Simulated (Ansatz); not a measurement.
Space group Pm-3m (No. 221). a = 3.654 Å, b = 3.654 Å, c = 3.654 Å, α = 90.00°, β = 90.00°, γ = 90.00°
```csv
atom,site,symmetry,x,y,z
Cu,3c,4/mm.m,0.0000,0.5000,0.5000
Pd,1a,m-3m,0.0000,0.0000,0.0000
```

Equation of state of this Cu$_{3}$Pd structure (not necessarily the ground state), with shape and atoms relaxed at each volume where symmetry leaves them free. It has no gap at any of these volumes. All numbers below come from DFT PBEsol, scalar-relativistic, plane waves, PAW (Ansatz 0.2.0).

Cutoff 420 eV; k points 12×12×12 on the computed 4-atom cell (Γ-centred); Gaussian smearing, width 0.10 eV; no spin polarisation.

```csv
V (Å³/atom),E − E(largest V) (meV/atom),P (GPa)
10.731,70.93,31.51
11.097,10.91,21.37
11.463,-27.94,12.92
11.829,-49.14,5.89
12.195,-55.64,0.02
12.560,-49.91,-4.85
12.926,-34.01,-8.90
13.414,0.00,-13.22
```

Problem. Fit a third-order Birch–Murnaghan equation to E(V).

Solution. V0 = 12.20 Å³/atom, B0 = 178 GPa, B0' = 5.1.

Cost: 8 runs of about 2.2 core-minutes in all, on Arm Neoverse V1 (shared hosts).